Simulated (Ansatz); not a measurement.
Ansatz (a quantum-chemistry and plane-wave program) input:

Ansatz 0.2 input:
```yaml
crystal:
  lattice:
    - [0.0, 2.1568165607, 2.1568165607]
    - [2.1568165607, 0.0, 2.1568165607]
    - [2.1568165607, 2.1568165607, 0.0]
  atoms:
    - { symbol: Os, position: [0.0, 0.0, 0.0] }
    - { symbol: C, position: [0.5, 0.5, 0.5] }
kpoints:
  mp_grid: { grid: [34, 34, 34] }
hamiltonian:
  xc: pbesol
  pseudopotentials: { kind: paw }
scf:
  occupations: { method: fermi_dirac, width: 0.1 }
elastic: { mode: relaxed_ion, stencil: two_point, amplitude: 0.005, f_tol: 0.0005 }
```

Output (shortened):

```
Pseudopotential: Os, paw, valence charge 16
Pseudopotential: C, paw, valence charge 4
Functional definition: PBEsol
Crystal: 2 atoms, lattice volume = 20.066 Å³
Basis set: ecut = 420 eV, 387 PW (Γ), exchange–correlation on 48×48×48 points (8 copies of the dense FFT grid, shifted against one another)
Bands: 14, of which v1, the nominal top of the filled ones, is band 10 counted from 1 (9 counted from 0)
Symmetry: 48 space group operations
Space group: Fm-3m (ITA 225), of the structure as read, at distance tolerance 2.7e-5 Å
k-points: 1059 of 39304
SCF iter   1: F=—  HF=-11495.119816 eV  |F-HF|=—  |Δ(HF+E_count)|=         —  Δρ=5.87e-3  dr2=5.47e-3  ethr=1.77e-3  ⟨swp⟩=4.9  Hψ=68882  notcnv=0
preconditioner: auto → none
SCF iter   2: F=—  HF=-11495.119913 eV  |F-HF|=—  |Δ(HF+E_count)|=   9.64e-5  Δρ=3.80e-3  dr2=2.65e-3  ethr=2.74e-5  ⟨swp⟩=1.0  Hψ=23300  notcnv=0
SCF iter   3: F=—  HF=-11495.119695 eV  |F-HF|=—  |Δ(HF+E_count)|=   2.18e-4  Δρ=4.35e-4  dr2=2.48e-5  ethr=1.33e-5  ⟨swp⟩=1.9  Hψ=17719  notcnv=0
SCF iter   4: F=—  HF=-11495.119685 eV  |F-HF|=—  |Δ(HF+E_count)|=   9.89e-6  Δρ=1.38e-4  dr2=1.25e-6  ethr=1.24e-7  ⟨swp⟩=2.1  Hψ=23696  notcnv=0
SCF iter   5: F=—  HF=-11495.119684 eV  |F-HF|=—  |Δ(HF+E_count)|=   8.03e-7  Δρ=1.25e-5  dr2=2.39e-8  ethr=6.24e-9  ⟨swp⟩=1.7  Hψ=18583  notcnv=0
SCF iter   6: F=—  HF=-11495.119684 eV  |F-HF|=—  |Δ(HF+E_count)|=   5.01e-9  Δρ=2.98e-6  dr2=7.90e-10  ethr=1.20e-10  ⟨swp⟩=2.3  Hψ=20767  notcnv=0
SCF iter   7: F=—  HF=-11495.119684 eV  |F-HF|=—  |Δ(HF+E_count)|=  1.31e-10  Δρ=1.55e-7  dr2=2.19e-12  ethr=3.95e-12  ⟨swp⟩=2.6  Hψ=24426  notcnv=0
SCF iter   8: F=-11495.119684 eV  HF=-11495.119684 eV  |F-HF|=3.64e-12  |Δ(HF+E_count)|=  7.28e-12  Δρ=2.57e-8  dr2=3.35e-14  ethr=1.00e-12  ⟨swp⟩=4.0  Hψ=48717  notcnv=0
SCF 1 converged in 8 iterations: F = -11495.119684 eV  dr2 = 3.35e-14
Crystal: 2 atoms, lattice volume = 19.966 Å³
Symmetry: 16 space group operations
k-points: 2844 of 39304
iter 1 solved again at ethr=3.08e-6 eV; its pass at ethr=3.10e-3 eV (dr2=6.16e-4 eV) is discarded
SCF iter   1: F=—  HF=-11495.118814 eV  |F-HF|=—  |Δ(HF+E_count)|=         —  Δρ=2.02e-3  dr2=5.87e-4  ethr=3.08e-6  ⟨swp⟩=2.1  Hψ=232425  notcnv=0
preconditioner: auto → none
SCF iter   2: F=—  HF=-11495.118699 eV  |F-HF|=—  |Δ(HF+E_count)|=   1.16e-4  Δρ=8.20e-4  dr2=1.03e-4  ethr=2.94e-6  ⟨swp⟩=1.0  Hψ=39848  notcnv=0
SCF iter   3: F=—  HF=-11495.118672 eV  |F-HF|=—  |Δ(HF+E_count)|=   2.69e-5  Δρ=7.69e-5  dr2=9.79e-7  ethr=5.15e-7  ⟨swp⟩=1.0  Hψ=39970  notcnv=0
SCF iter   4: F=—  HF=-11495.118673 eV  |F-HF|=—  |Δ(HF+E_count)|=   1.60e-6  Δρ=2.80e-5  dr2=1.82e-7  ethr=4.89e-9  ⟨swp⟩=2.7  Hψ=69938  notcnv=0
SCF iter   5: F=—  HF=-11495.118673 eV  |F-HF|=—  |Δ(HF+E_count)|=   2.57e-8  Δρ=8.37e-6  dr2=9.70e-9  ethr=9.09e-10  ⟨swp⟩=2.2  Hψ=53258  notcnv=0
SCF iter   6: F=—  HF=-11495.118673 eV  |F-HF|=—  |Δ(HF+E_count)|=   2.10e-9  Δρ=1.49e-6  dr2=2.44e-10  ethr=4.85e-11  ⟨swp⟩=1.6  Hψ=46145  notcnv=0
SCF iter   7: F=—  HF=-11495.118673 eV  |F-HF|=—  |Δ(HF+E_count)|=  4.00e-11  Δρ=1.81e-7  dr2=5.09e-12  ethr=1.22e-12  ⟨swp⟩=2.2  Hψ=51672  notcnv=0
SCF iter   8: F=-11495.118673 eV  HF=-11495.118673 eV  |F-HF|=3.64e-12  |Δ(HF+E_count)|=  3.64e-12  Δρ=1.62e-8  dr2=2.46e-14  ethr=1.00e-12  ⟨swp⟩=3.2  Hψ=149108  notcnv=0
SCF 2 converged in 8 iterations: F = -11495.118673 eV  dr2 = 2.46e-14
Crystal: 2 atoms, lattice volume = 20.167 Å³
Basis set: ecut = 420 eV, 403 PW (Γ), exchange–correlation on 48×48×48 points (8 copies of the dense FFT grid, shifted against one another)
iter 1 solved again at ethr=7.64e-10 eV; its pass at ethr=3.10e-3 eV (dr2=1.53e-7 eV) is discarded
SCF iter   1: F=—  HF=-11495.118821 eV  |F-HF|=—  |Δ(HF+E_count)|=         —  Δρ=1.11e-4  dr2=1.90e-7  ethr=7.64e-10  ⟨swp⟩=2.5  Hψ=236441  notcnv=0
preconditioner: auto → none
SCF iter   2: F=—  HF=-11495.118822 eV  |F-HF|=—  |Δ(HF+E_count)|=   7.36e-7  Δρ=5.46e-5  dr2=3.94e-8  ethr=7.64e-10  ⟨swp⟩=2.1  Hψ=56477  notcnv=0
SCF iter   3: F=—  HF=-11495.118822 eV  |F-HF|=—  |Δ(HF+E_count)|=   2.88e-7  Δρ=6.45e-6  dr2=3.73e-10  ethr=1.97e-10  ⟨swp⟩=1.1  Hψ=40868  notcnv=0
SCF iter   4: F=—  HF=-11495.118822 eV  |F-HF|=—  |Δ(HF+E_count)|=   4.19e-9  Δρ=7.35e-7  dr2=9.50e-12  ethr=1.86e-12  ⟨swp⟩=2.6  Hψ=63867  notcnv=0
SCF iter   5: F=—  HF=-11495.118822 eV  |F-HF|=—  |Δ(HF+E_count)|=  5.46e-11  Δρ=4.98e-8  dr2=2.89e-13  ethr=4.75e-14 (applied; sched 1.00e-12)  ⟨swp⟩=1.8  Hψ=53924  notcnv=0
SCF iter   6: F=-11495.118822 eV  HF=-11495.118822 eV  |F-HF|=3.64e-12  |Δ(HF+E_count)|=  5.46e-12  Δρ=2.17e-8  dr2=7.89e-15  ethr=1.00e-12  ⟨swp⟩=4.0  Hψ=124002  notcnv=0
SCF 3 converged in 6 iterations: F = -11495.118822 eV  dr2 = 7.89e-15
Crystal: 2 atoms, lattice volume = 20.066 Å³
Basis set: ecut = 420 eV, 391 PW (Γ), exchange–correlation on 48×48×48 points (8 copies of the dense FFT grid, shifted against one another)
Symmetry: 8 space group operations
k-points: 5373 of 39304
iter 1 solved again at ethr=1.61e-7 eV; its pass at ethr=3.10e-3 eV (dr2=3.21e-5 eV) is discarded
SCF iter   1: F=—  HF=-11495.119862 eV  |F-HF|=—  |Δ(HF+E_count)|=         —  Δρ=6.50e-4  dr2=1.80e-5  ethr=1.61e-7  ⟨swp⟩=2.1  Hψ=443290  notcnv=0
preconditioner: auto → none
SCF iter   2: F=—  HF=-11495.119860 eV  |F-HF|=—  |Δ(HF+E_count)|=   1.82e-6  Δρ=3.05e-4  dr2=3.95e-6  ethr=9.02e-8  ⟨swp⟩=1.0  Hψ=75222  notcnv=0
SCF iter   3: F=—  HF=-11495.119860 eV  |F-HF|=—  |Δ(HF+E_count)|=   8.00e-8  Δρ=8.47e-6  dr2=6.09e-9  ethr=1.98e-8  ⟨swp⟩=1.0  Hψ=75222  notcnv=0
SCF iter   4: F=—  HF=-11495.119860 eV  |F-HF|=—  |Δ(HF+E_count)|=   2.98e-7  Δρ=2.06e-6  dr2=3.46e-10  ethr=3.05e-11  ⟨swp⟩=2.0  Hψ=130912  notcnv=0
SCF iter   5: F=—  HF=-11495.119860 eV  |F-HF|=—  |Δ(HF+E_count)|=  4.37e-11  Δρ=2.70e-7  dr2=7.29e-12  ethr=1.73e-12  ⟨swp⟩=2.5  Hψ=126856  notcnv=0
SCF iter   6: F=-11495.119860 eV  HF=-11495.119860 eV  |F-HF|=9.09e-12  |Δ(HF+E_count)|=  1.09e-11  Δρ=3.18e-8  dr2=7.95e-14  ethr=1.00e-12  ⟨swp⟩=3.0  Hψ=329107  notcnv=0
SCF 4 converged in 6 iterations: F = -11495.119860 eV  dr2 = 7.95e-14
Crystal: 2 atoms, lattice volume = 20.066 Å³
iter 1 solved again at ethr=7.33e-10 eV; its pass at ethr=3.10e-3 eV (dr2=1.47e-7 eV) is discarded
SCF iter   1: F=—  HF=-11495.119860 eV  |F-HF|=—  |Δ(HF+E_count)|=         —  Δρ=6.38e-5  dr2=1.58e-7  ethr=7.33e-10  ⟨swp⟩=2.1  Hψ=424445  notcnv=0
preconditioner: auto → none
SCF iter   2: F=—  HF=-11495.119860 eV  |F-HF|=—  |Δ(HF+E_count)|=   8.09e-8  Δρ=3.05e-5  dr2=2.52e-8  ethr=7.33e-10  ⟨swp⟩=1.0  Hψ=75222  notcnv=0
SCF iter   3: F=—  HF=-11495.119860 eV  |F-HF|=—  |Δ(HF+E_count)|=   6.63e-8  Δρ=3.75e-6  dr2=5.83e-10  ethr=1.26e-10  ⟨swp⟩=1.0  Hψ=75236  notcnv=0
SCF iter   4: F=—  HF=-11495.119860 eV  |F-HF|=—  |Δ(HF+E_count)|=  9.48e-10  Δρ=4.51e-7  dr2=8.04e-12  ethr=2.92e-12  ⟨swp⟩=2.5  Hψ=109453  notcnv=0
SCF iter   5: F=—  HF=-11495.119860 eV  |F-HF|=—  |Δ(HF+E_count)|=  1.27e-11  Δρ=5.25e-8  dr2=1.39e-13  ethr=4.02e-14 (applied; sched 1.00e-12)  ⟨swp⟩=1.8  Hψ=96930  notcnv=0
SCF iter   6: F=-11495.119860 eV  HF=-11495.119860 eV  |F-HF|=3.64e-12  |Δ(HF+E_count)|=  3.64e-12  Δρ=4.71e-9  dr2=1.40e-15  ethr=1.00e-12  ⟨swp⟩=3.9  Hψ=219822  notcnv=0
SCF 5 converged in 6 iterations: F = -11495.119860 eV  dr2 = 1.40e-15
SCF converged after 8 iterations
Free energy (F): -11495.119684 eV
Harris-Foulkes:  -11495.119684 eV  (|F-HF|=3.64e-12)
Internal energy: -11495.079226 eV  (E = F + TS)
E sigma→0 (E₀):  -11495.099455 eV
Entropy (-TS):   -0.040458 eV (-20.229 meV/atom)
Fermi energy:    22.492115 eV
--- Per-component energies (eV) ---
  E_band       = -74.111854
  E_kinetic    = 654.852839
  E_local      = -955.929195  (includes V_loc(G=0)·N_el)
  E_nonlocal   = 27.648936
  E_hartree    = 380.819040
  E_xc         = -313.075135
  E_vxc        = -343.270969  (∫ρ·V_xc dr)
  E_paw        = -8975.363594  (= ΣΔE_a)
  E_vpaw       = -219.051505  (= ΣTr[D̂ρ^β])
  E_aug_tail   = -0.000039  (compensation charges beyond the density's cutoff)
  E_ewald      = -2314.301112
  E_core_change = 0.269034  (= ΣΔE_core)
  E_smearing   = -0.040458  (= −TS)
  E_closure    = 0.000000  (closes the sum)
  Σ components = -11495.119684   (vs F -11495.119684, Δ=0.00e0)
  [band-id]    e_kinetic+e_local+e_nonlocal+2·e_hartree+e_vxc+e_vpaw+e_augmentation_tail = -74.111854   (vs E_band -74.111854, Δ=7.30e-7)
--- Forces (eV/Å), atoms counted from 1 ---
  atom   1  Os     0.00000000     0.00000000     0.00000000
  atom   2  C      0.00000000     0.00000000     0.00000000
  max |Σ_I F_I| component: 0.0 eV/Å
--- Stress (GPa, compression-positive) ---
        0.082147       0.000000       0.000000
        0.000000       0.082147       0.000000
        0.000000       0.000000       0.082147
  P = ⅓ Tr σ = 0.0821 GPa (0.821 kbar)
--- Band table (eV; the first three rows and the last of 1059) ---
  k-point 0: bands = ["-64.3819", "-23.7222", "-23.7222", "-23.7222", "6.3093", "18.6933", "18.6933", "18.6933", "20.0445", "20.0445", "21.5589", "21.5589", "21.5589", "29.4853"]
  k-point 1: bands = ["-64.3817", "-23.7254", "-23.7226", "-23.7226", "6.3330", "18.6359", "18.6950", "18.6950", "19.8842", "19.8842", "21.5655", "21.7605", "21.7605", "29.5327"]
  k-point 2: bands = ["-64.3812", "-23.7347", "-23.7237", "-23.7237", "6.4040", "18.4696", "18.6797", "18.6797", "19.5722", "19.5722", "21.5859", "22.2183", "22.2183", "29.6707"]
  k-point 1058: bands = ["-64.3551", "-23.9637", "-23.9455", "-23.8571", "9.6220", "15.7102", "15.8861", "15.9253", "21.9754", "22.2733", "22.8704", "24.4003", "25.7423", "33.5652"]
--- Elastic constants: 2 strain directions × 2 members + reference (group order 48) ---
  dense FFT box of the reference and of every strained cell: 24×24×24
  strains applied: 11, 23; error gains: componentwise 1.00 (the most a stress slope's error grows in a printed constant), spectral 1.73 (1 for all six strains …
  C = ∂σ_k/∂η_j (tension-positive GPa; Voigt order 11 22 33 23 13 12):
       594.276    278.270    278.270      0.000      0.000      0.000
       278.270    594.276    278.270      0.000      0.000      0.000
       278.270    278.270    594.276      0.000      0.000      0.000
         0.000      0.000      0.000   -115.990      0.000      0.000
         0.000      0.000      0.000      0.000   -115.990      0.000
         0.000      0.000      0.000      0.000      0.000   -115.990
  reference stress σ⁰ (GPa):     -0.082     -0.082     -0.082      0.000      0.000      0.000
  C* (energy form; C + prestress term) asymmetry max|C*_kj − C*_jk| = 1.137e-13 GPa — a small one proves nothing (zero by symmetry where the batch's group is …
  moduli (Voigt/Reuss/Hill, GPa): K = 383.61/383.61/383.61   G = -6.39/-378.60/-192.50   E = -693.50   ν = 0.801
  mechanically stable: NO (min eigenvalue of sym C = -115.99 GPa)
  where every solve meets its electron count the energy-path curvature estimates C_jj along a normal strain and C_jj − ¼(σ⁰_aa + σ⁰_bb) along a shear (ab), of …
  strain η (Voigt 11):  stress-route row diagonal C_11 = 594.28 GPa, energy-path curvature d²(F+E_count+ΔE)/dδ²/Ω₀ = 594.12 GPa
         δ    σ_11 (GPa)             F (eV)   n_scf  n_hpsi   n_pw
    -5.000e-3      -3.1644      -11495.1186732       8  716488    399   relax 0 steps, max|allowed force component| 0.0 eV/Å
     5.000e-3       2.7783      -11495.1188222       6  609705    403   relax 0 steps, max|allowed force component| 0.0 eV/Å
  strain η (Voigt 23):  stress-route row diagonal C_44 = -115.99 GPa, energy-path curvature d²(F+E_count+ΔE)/dδ²/Ω₀ = -116.05 GPa
         δ    σ_23 (GPa)             F (eV)   n_scf  n_hpsi   n_pw
    -5.000e-3       0.5799      -11495.1198602       6  1245071    403   relax 0 steps, max|allowed force component| 0.0 eV/Å
     5.000e-3      -0.5799      -11495.1198602       6  1065566    403   relax 0 steps, max|allowed force component| 0.0 eV/Å
```

Cost: very roughly 7 core-minutes on shared cores.

The start of the workflow was typed in or built on a structure type; neither database checked (COD, Materials Project) lists it. Whether it is the stable phase at ambient conditions was not checked. The PBEsol relaxation kept the symmetry of its start. At this level the phase is dynamically unstable (imaginary phonons). The run is not spin-polarised. Its formation energy is positive at this level, so the cell may be metastable or incomplete. As this level gives no gap, shear constants depend on the k-mesh and smearing (Fermi–Dirac, 0.1 eV here). Spin–orbit coupling is left out wherever it is not named.

Potentials: the later of the program's two PAW sets.

Ansatz is a plane-wave DFT program.
